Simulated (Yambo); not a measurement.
Yambo run on BaF2 (fluorite, space group Fm-3m, No. 225) under isotropic strain of -3 % on all lattice vectors. The wavefunctions come from this Quantum ESPRESSO step (PBEsol, PseudoDojo standard norm-conserving files, scalar-relativistic):

```
&CONTROL
  calculation = 'nscf'
  pseudo_dir = './pseudo'
  outdir = './out'
/
&SYSTEM
  ibrav = 0
  nat = 3
  ntyp = 2
  ecutwfc = 84.0
  ecutrho = 336.0
  occupations = 'fixed'
  force_symmorphic = .true.
  nbnd = 139
/
&ELECTRONS
  conv_thr = 3.0000000000000004e-09
  diago_full_acc = .true.
  diago_thr_init = 1e-08
/
ATOMIC_SPECIES
F 18.9984 F.upf
Ba 137.3270 Ba.upf
CELL_PARAMETERS angstrom
  0.000000000000   2.973995457965   2.973995457965
  2.973995457965   0.000000000000   2.973995457965
  2.973995457965   2.973995457965   0.000000000000
ATOMIC_POSITIONS crystal
F   0.249999929289   0.249999929289   0.249999929289
F   0.749999929289   0.749999929289   0.749999929289
Ba   0.000000000000   0.000000000000   0.000000000000
K_POINTS automatic
4 4 4 0 0 0
```

Yambo input:

```
rim_cut
gw0
dyson
el_el_corr
HF_and_locXC
ppa
em1d
RandQpts= 1000000
RandGvec= 1 Ry
EXXRLvcs= 84 Ry
VXCRLvcs= 336 Ry
Chimod= "HARTREE"
% BndsRnXp
 1 | 136 |
%
NGsBlkXp= 10 Ry
% LongDrXp
 1.0 | 1.0 | 1.0 |
%
PPAPntXp= 27.2114 eV
% GbndRnge
 1 | 136 |
%
GTermKind= "BG"
DysSolver= "n"
ExtendOut
% QPkrange
 1 | 1 | 12 | 13 |
 3 | 3 | 12 | 13 |
 6 | 6 | 12 | 13 |
%
```

k points by index: 1 = Γ, 3 = L, 6 = (0, 0.25, -0.25).

Table of the .qp output:

```
#    K-point    Band    Eo [eV]    E [eV]    E-Eo [eV]    Vxc [eV]    Vnlxc [eV]    Sc|Eo [eV]    Sc|E [eV]    dSc/dw|Eo [eV]    Re(Z)    Im(Z)
#
    1    12    -0.207072    -2.342977    -2.135905    -21.76571    -29.30906    4.871360    5.407437    -6.829074    0.799381    -0.001364
    1    13    7.230618    7.954776    0.724157    -8.143320    -4.022849    -3.304876    -3.396314    -3.435653    0.887896    -0.623914E-3
    3    12    -0.190347    -2.327169    -2.136822    -21.50372    -28.83081    4.663066    5.190275    -6.713207    0.802111    -0.001409
    3    13    9.685309    10.95006    1.264747    -11.04177    -5.951293    -3.624582    -3.825735    -4.327117    0.862795    -0.001899
    6    12    0.000000    -2.110425    -2.110425    -22.04364    -29.44764    4.769175    5.293581    -6.761087    0.800981    -0.001285
    6    13    8.398356    9.374004    0.975648    -9.304467    -4.849494    -3.341536    -3.479325    -3.842726    0.876256    -0.752558E-3
```
(The two width columns are left out.) Convergence of these settings isn't established.

Geometry strained from the cell relaxed with PBEsol, atoms relaxed again.
